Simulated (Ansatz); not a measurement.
Here is the system:

SnS:
```
SnS
1.0
   10.98688     0.00000     0.00000
    0.00000     3.95239     0.00000
    0.00000     0.00000     4.18742
Sn S
4 4
Cartesian
  6.78948   0.98810   1.63380
  4.19740   2.96429   2.55363
  9.69085   2.96429   3.72751
  1.29604   0.98810   0.45991
  3.88771   0.98810   0.11001
  7.09917   2.96429   4.07741
  1.60573   2.96429   2.20373
  9.38115   0.98810   1.98370
```

This is the LDA-relaxed structure.

Problem. All from plane-wave PAW LDA (Ansatz code), unless another level is named. Predict the bulk modulus (Birch–Murnaghan fit).

Solution. 424 kbar.

Problem. What about the highest zone-centre frequency (without LO–TO term)?

Solution. 276 cm⁻¹.

Space group Pnma. The cell was relaxed with LDA under the symmetry of its start; of distortions, only those at the zone centre were tested. A crystal of weakly bound layers computed without a dispersion correction: the cell and the soft elastic constants depend strongly on that. Scalar-relativistic: spin–orbit coupling is off unless named, which matters more the heavier the elements.

Potentials: the earlier of the program's two PAW sets.
